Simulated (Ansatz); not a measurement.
SnSe:
```xyz
8
Lattice="11.3345 0.0000 0.0000 0.0000 4.1183 0.0000 0.0000 0.0000 4.3117" Properties=species:S:1:pos:R:3 pbc="T T T"
Se     9.7212     1.0296     2.0513
Se     7.2805     3.0887     4.2071
Se     4.0539     1.0296     0.1046
Se     1.6133     3.0887     2.2604
Sn     1.3341     1.0296     0.4054
Sn     4.3331     3.0887     2.5613
Sn     7.0014     1.0296     1.7504
Sn    10.0003     3.0887     3.9063
```

Relaxed with LDA. Special points in fractions of this cell's reciprocal vectors: Γ (0.000, 0.000, 0.000); X (0.500, 0.000, 0.000); S (0.500, 0.500, 0.000); Y (0.000, 0.500, 0.000); Z (0.000, 0.000, 0.500); U (0.500, 0.000, 0.500); R (0.500, 0.500, 0.500); T (0.000, 0.500, 0.500).

### Question
List the band energies nearest the valence-band maximum at these points for LDA in the plane-wave PAW code Ansatz.

### Answer
In eV from the valence-band maximum; about four levels below and three above (degenerate sets whole), none deeper than 8.9 eV; points with the same levels are listed once.

| k | below | above |
|---|---|---|
| Γ | -1.77 -1.43 -0.84 -0.70 | 0.38 2.90 2.99 |
| X | -2.09 -2.09 -0.69 -0.69 | 2.48 2.48 2.64 2.64 |
| S | -1.03 -1.03 -1.03 -1.03 | 1.32 1.32 1.32 1.32 |
| Y | -1.11 -1.11 -0.72 -0.72 | 0.76 0.76 1.33 1.33 |
| Z | -0.91 -0.91 -0.36 -0.36 | 1.09 1.09 1.26 1.26 |
| U | -0.54 -0.54 -0.28 -0.28 | 0.99 0.99 1.33 1.33 |
| R | -1.75 -1.75 -1.75 -1.75 | 2.28 2.28 2.28 2.28 |
| T | -2.57 -2.57 -1.66 -1.66 | 2.51 2.51 2.98 2.98 |

Space group Pnma. Symmetry was held in the LDA relaxation; of distortions, only those at the zone centre were tested. A crystal of weakly bound layers computed without a dispersion correction: the cell and the soft elastic constants depend strongly on that. Scalar-relativistic: spin–orbit coupling is off unless named, which matters more the heavier the elements.

Potentials: the later of the program's two PAW sets.
